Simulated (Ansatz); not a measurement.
Cs2Ni3S4 in space group Fmmm (No. 69; Cs on 8i, Ni on 4a, Ni on 8e, S on 16m), r²SCAN (plane waves, PAW; program Ansatz), all energies at zero smearing, with the estimated change up to a 700 eV cutoff added, with one set of potentials and settings (totals compare only within such a set). Cell of 9 atoms (2 Cs, 3 Ni, 4 S): -32539.090 eV.

```csv
element,reference phase,E (eV/atom)
Cs,"Im-3m, 1 atoms in the cell",-5685.9274
Ni,"Fm-3m, 1 atoms in the cell, spin-polarised",-5845.2912
S,"P2/c, 32 atoms in the cell",-905.8156
```

Formation energy per atom, worked out: (-32539.090 − 2×(-5685.9274) − 3×(-5845.2912) − 4×(-905.8156))/9 = -0.900 eV/atom (-87 kJ per mol of atoms), at 0 K, without zero-point energy or fitted corrections.

The workflow started from a Materials Project entry (that database holds measured and hypothetical structures alike); the Crystallography Open Database copy checked does not list it. Its standing as an ambient phase is unchecked. The cell was relaxed with r²SCAN under the symmetry of its start; whether a distortion lowers the energy is not shown. The run is not spin-polarised. The references are the lowest solids computed at this level, not always the standard phases. Spin–orbit coupling is left out wherever it is not named.

Potentials: the later of the program's two PAW sets.
